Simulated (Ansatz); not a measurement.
GaSb:
```xyz
2
Lattice="4.0052 0.0000 0.0000 -2.0026 3.4686 0.0000 0.0000 0.0000 3.6328" Properties=species:S:1:pos:R:3 pbc="T T T"
Ga     0.0000     0.0000     0.0000
Sb     2.0026     1.1562     1.8164
```

Relaxed with PBE. Special points in fractions of this cell's reciprocal vectors: Γ (0.000, 0.000, 0.000); M (0.500, 0.000, 0.000); K (0.333, 0.333, 0.000); A (0.000, 0.000, 0.500); L (0.500, 0.000, 0.500); H (0.333, 0.333, 0.500).

List the band energies nearest the Fermi level at these points for the program Ansatz at the PBE level (PAW).

In eV from the Fermi level; about four levels below and three above (degenerate sets whole), none deeper than 8.9 eV; points with the same levels are listed once.

| k | below | above |
|---|---|---|
| Γ | -1.25 -0.48 -0.10 -0.10 | 3.74 3.74 4.44 |
| M | -7.01 -1.90 | 0.21 1.48 4.41 |
| K | -7.02 -4.23 | 1.98 3.88 4.00 |
| A | -7.62 | 1.67 1.67 3.27 |
| L | -8.15 -5.36 -3.99 -3.54 | 0.42 2.23 3.58 |
| H | -4.08 -3.73 -1.80 -0.29 | 7.59 8.37 9.84 |

Space group P-6m2. The cell is a constructed one: a structure type filled with these elements; neither database checked (COD, Materials Project) lists it. It is not the phase usual at ambient conditions (space group No. 216). Symmetry was held in the PBE relaxation; whether a distortion lowers the energy is not shown. Spin–orbit coupling is left out wherever it is not named.

Potentials: the later of the program's two PAW sets.
